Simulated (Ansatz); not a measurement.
Na:
```cif
data_Na2
_chemical_formula_sum 'Na2'
_space_group_name_H-M_alt 'P63/mmc'
_space_group_IT_number 194
_space_group_name_Hall '-P 6c 2c'
_cell_length_a 3.59436
_cell_length_b 3.59436
_cell_length_c 5.96573
_cell_angle_alpha 90.000
_cell_angle_beta 90.000
_cell_angle_gamma 120.000
loop_
_atom_site_label
_atom_site_type_symbol
_atom_site_symmetry_multiplicity
_atom_site_Wyckoff_symbol
_atom_site_fract_x
_atom_site_fract_y
_atom_site_fract_z
_atom_site_occupancy
Na1 Na 2 c 0.33333 0.66667 0.25000 1
```

This is the LDA-relaxed structure.

### Question
All from LDA (plane waves, PAW; program Ansatz), unless another level is named. Predict the Poisson's ratio.

### Answer
0.34.

### Question
And the highest zone-centre frequency?

### Answer
135 cm⁻¹.

Space group P6_3/mmc (hcp (Mg type)). The workflow started from a Materials Project entry (that database holds measured and hypothetical structures alike); the Crystallography Open Database files this formula in space group No. 194, but the cells were not matched. It is not the phase usual at ambient conditions (space group No. 229). The cell was relaxed with LDA under the symmetry of its start; of distortions, only those at the zone centre were tested. As this level gives no gap, phonon frequencies hold no LO–TO term and depend on the k-mesh and smearing (Fermi–Dirac, 0.1 eV here).

Potentials: the earlier of the program's two PAW sets.
